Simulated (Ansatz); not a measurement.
# Cr3C2, first-principles data

Cr₃C₂:
```cif
data_C8Cr12
_chemical_formula_sum 'Cr12 C8'
_space_group_name_H-M_alt 'Cmcm'
_space_group_IT_number 63
_space_group_name_Hall '-C 2c 2'
_cell_length_a 2.78747
_cell_length_b 9.11500
_cell_length_c 6.82969
_cell_angle_alpha 90.000
_cell_angle_beta 90.000
_cell_angle_gamma 90.000
loop_
_space_group_symop_operation_xyz
  'x, y, z'
  '-x, -y, -z'
  '-x, -y, z+1/2'
  'x, y, -z+1/2'
  'x, -y, -z'
  '-x, y, z'
  '-x, y, -z+1/2'
  'x, -y, z+1/2'
  'x+1/2, y+1/2, z'
  '-x+1/2, -y+1/2, -z'
  '-x+1/2, -y+1/2, z+1/2'
  'x+1/2, y+1/2, -z+1/2'
  'x+1/2, -y+1/2, -z'
  '-x+1/2, y+1/2, z'
  '-x+1/2, y+1/2, -z+1/2'
  'x+1/2, -y+1/2, z+1/2'
loop_
_atom_site_label
_atom_site_type_symbol
_atom_site_symmetry_multiplicity
_atom_site_Wyckoff_symbol
_atom_site_fract_x
_atom_site_fract_y
_atom_site_fract_z
_atom_site_occupancy
Cr1 Cr 4 c 0.00000 0.59926 0.25000 1
Cr2 Cr 8 f 0.00000 0.14324 0.56994 1
C1 C 4 c 0.00000 0.24643 0.25000 1
C2 C 4 b 0.00000 0.50000 0.00000 1
```
(The calculation used a cell of 10 atoms; values per cell refer to that cell.)

Space group Cmcm (No. 63); conventional cell a = 2.7875 Å, b = 9.1150 Å, c = 6.8297 Å, α = 90.00°, β = 90.00°, γ = 90.00°.

Method: PBEsol in the plane-wave PAW code Ansatz. The cell and atoms are relaxed at this level. Other levels are named where they apply.

### Cell and energy

```json
{
  "volume_per_atom": "8.68 Å³",
  "density": "6.89 g/cm³",
  "Formation energy from the elements (no fitted shifts)": "-173 meV/atom"
}
```

### Electronic structure

```json
{
 "electronic_character": "metallic (no gap)",
 "Density of states at the Fermi level": "0.66 states/eV per atom (mean over ±0.08 eV)"
}
```

### Mechanics

```json
{
  "Bulk modulus (Birch–Murnaghan fit)": "3350 kbar",
  "Pressure derivative B′": "4.4"
}
```

### Phonons

```json
{
 "highest_zone_centre_frequency": "749 cm⁻¹",
 "zone_centre_stability": "no imaginary mode at Γ"
}
```

The first step of the workflow began from a Materials Project structure, measured or hypothetical; the Crystallography Open Database copy checked does not list it. COD files the formula under space group No. 62. Whether it is the stable phase at ambient conditions was not checked. The cell was relaxed with PBEsol under the symmetry of its start. No spin polarisation was allowed. As this level gives no gap, phonon frequencies hold no LO–TO term and depend on the k-mesh and smearing (Fermi–Dirac, 0.1 eV here). The references are the lowest solids computed at this level, not always the standard phases.

Potentials: the later of the program's two PAW sets.
